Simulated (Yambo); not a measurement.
Yambo run on MgPdF6 (space group R-3, No. 148). The wavefunctions are norm-conserving LDA (Quantum ESPRESSO, 84 Ry, no spin-orbit coupling) ones on a 4×4×4 mesh (35 occupied bands); a = 5.3335 Å, b = 5.3335 Å, c = 5.3335 Å, α = 55.07°, β = 55.07°, γ = 55.07°.

Yambo input:

```
rim_cut
gw0
dyson
el_el_corr
HF_and_locXC
ppa
em1d
RandQpts= 1000000
RandGvec= 1 Ry
EXXRLvcs= 84 Ry
VXCRLvcs= 336 Ry
Chimod= "HARTREE"
% BndsRnXp
 6 | 60 |
%
NGsBlkXp= 4 Ry
% LongDrXp
 1.0 | 1.0 | 1.0 |
%
PPAPntXp= 27.2114 eV
% GbndRnge
 1 | 60 |
%
GTermKind= "BG"
DysSolver= "n"
ExtendOut
% QPkrange
 7 | 7 | 35 | 36 |
%
```

k points by index: 7 = F.

Resulting energies as the program prints them:

```
#    K-point    Band    Eo [eV]    E [eV]    E-Eo [eV]    Vxc [eV]    Vnlxc [eV]    Sc|Eo [eV]    Sc|E [eV]    dSc/dw|Eo [eV]    Re(Z)    Im(Z)
#
    7    35    0.000000    -1.613330    -1.613330    -24.30537    -31.88432    5.483465    5.965618    -8.131005    0.769932    -0.001783
    7    36    1.833789    3.576043    1.742254    -24.60256    -20.30303    -2.068191    -2.557273    -7.638124    0.780822    -0.001735
```
(The two width columns are left out.) Convergence of these settings isn't established.

Geometry of the Materials Project entry, not relaxed at this level.
